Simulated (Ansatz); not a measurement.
Lattice vibrations of Pd3PtSe8 at Γ

Computed with DFT PBE, scalar-relativistic, plane waves, PAW in Ansatz 0.2.0. Settings: 420 eV plane-wave cutoff, Γ-centred 6×6×8 mesh, Fermi-Dirac smearing of 0.15 eV. No spin polarisation. Phonons by linear response, acoustic sum rule imposed.

Equilibrium structure at this level:
```xyz
12
Lattice="7.6022 0.0000 0.0000 -3.8011 6.5837 0.0000 0.0000 0.0000 4.9978" Properties=species:S:1:pos:R:3 pbc="T T T"
Pd    3.8011    0.0000    0.0000
Pd    1.9006    3.2919    0.0000
Pd   -1.9006    3.2919    0.0000
Pt    0.0000    0.0000    0.0000
Se    5.7212    1.0860    3.6961
Se    3.8011    4.4117    3.6961
Se    1.8810    1.0860    3.6961
Se    0.0000    4.3891    3.7361
Se    3.8011    2.1946    1.2616
Se    1.9201    5.4977    1.3016
Se    0.0000    2.1720    1.3016
Se   -1.9201    5.4977    1.3016
```

It was reached by relaxing an invented guess, and it needn't be the stable form of this composition. In a metal, frequencies depend on the k mesh and the smearing, soft modes most. Spin–orbit coupling is left out, which matters for heavy elements. No dispersion correction is applied, so modes and constants that involve weak contacts between layers, chains or molecules come out too soft.

Optical modes at Γ:
```csv
frequency (THz),degeneracy
2.64,2
2.74,1
2.97,2
3.01,1
3.15,2
3.42,1
3.88,1
3.92,1
3.94,2
4.07,2
4.44,2
4.93,1
5.04,2
5.62,1
5.82,2
5.85,1
6.01,2
6.14,1
6.19,2
6.22,1
6.45,1
6.54,2
```

All 33 optical modes at Γ are real: no displacement of atoms at fixed cell lowers the energy to second order. Strains and modes at other wave vectors aren't tested by this run.
